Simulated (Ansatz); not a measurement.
Ga (body-centred tetragonal, I4/mmm) under volume change, the program Ansatz at the PBEsol level (PAW), shape and atoms relaxed at each volume.

| V (Å³/atom) | E − E(relaxed) (meV/atom) | P (GPa) |
|---|---|---|
| 16.132 | 32.5 | 7.13 |
| 16.664 | 13.6 | 4.34 |
| 17.196 | (withheld) | (withheld) |
| 17.728 | 0.0 | 0.00 |
| 18.260 | 2.8 | -1.64 |
| 18.792 | 10.6 | -3.01 |
| 19.323 | (withheld) | (withheld) |

**Question.** Some entries are withheld; supply them.

**Answer.** 
- 19.323, E − E(relaxed) (meV/atom): 22.6
- 19.323, P (GPa): -4.18
- 17.196, E − E(relaxed) (meV/atom): 3.2
- 17.196, P (GPa): 1.98

**Question.** What does a third-order Birch–Murnaghan fit give for V₀, B₀ and B′?

**Answer.** V₀ = 17.73 Å³/atom, B₀ = 59.9 GPa, B′ = 4.9.

The workflow started from a Materials Project entry (that database holds measured and hypothetical structures alike); the Crystallography Open Database copy checked does not list it. It is not the phase usual at ambient conditions (space group No. 64). The cell was relaxed with PBEsol under the symmetry of its start; its stability against distortions is not shown here.

Potentials: the earlier of the program's two PAW sets.
